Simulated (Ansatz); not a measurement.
Relaxed-ion elastic tensor of HfN (rock salt, space group No. 225) in GPa (Voigt order), the program Ansatz at the PBEsol level (PAW); density 14.01 g/cm³, 11.40 Å³ per atom.

```
629  111  111  0.0  0.0  0.0
111  629  111  0.0  0.0  0.0
111  111  629  0.0  0.0  0.0
0.0  0.0  0.0  123  0.0  0.0
0.0  0.0  0.0  0.0  123  0.0
0.0  0.0  0.0  0.0  0.0  123
```

Problem. Is the crystal mechanically stable?

Solution. Yes: the smallest eigenvalue of C is 123 GPa.

Problem. Work out the Voigt, Reuss and Hill averages.

Solution. K_V = 284, K_R = 284, K_H = 284; G_V = 177, G_R = 156, G_H = 167 GPa.

Problem. Give Young's modulus, Poisson's ratio, Pugh's ratio and the universal anisotropy index.

Solution. E = 9KG/(3K + G) = 418 GPa; ν = 0.25; K/G = 1.70 (near the Pugh limit of 1.75, no verdict); A_U = 5G_V/G_R + K_V/K_R − 6 = 0.69.

Problem. Estimate the sound speeds and the Debye temperature.

Solution. v_l = √((K + 4G/3)/ρ) = 6010 m/s, v_t = √(G/ρ) = 3450 m/s, mean 3830 m/s; Θ = (h/k)(3n/4πV)^(1/3) v_m = 507 K.

Problem. Give the Zener ratio and Young's modulus along [100], [110] and [111].

Solution. A = 2C44/(C11 − C12) = 0.48; 1/E = S11 − 2(S11 − S12 − S44/2)Γ with Γ = 0, 1/4, 1/3 gives 596, 365, 323 GPa.

Space group Fm-3m (rock salt). Symmetry was held in the PBEsol relaxation; of distortions, only those at the zone centre were tested. The run is not spin-polarised. With an odd number of electrons in the cell and no spin polarisation, the count alone makes it a metal. As this level gives no gap, shear constants depend on the k-mesh and smearing (Fermi–Dirac, 0.1 eV here). Spin–orbit coupling is left out wherever it is not named.

Potentials: the earlier of the program's two PAW sets.
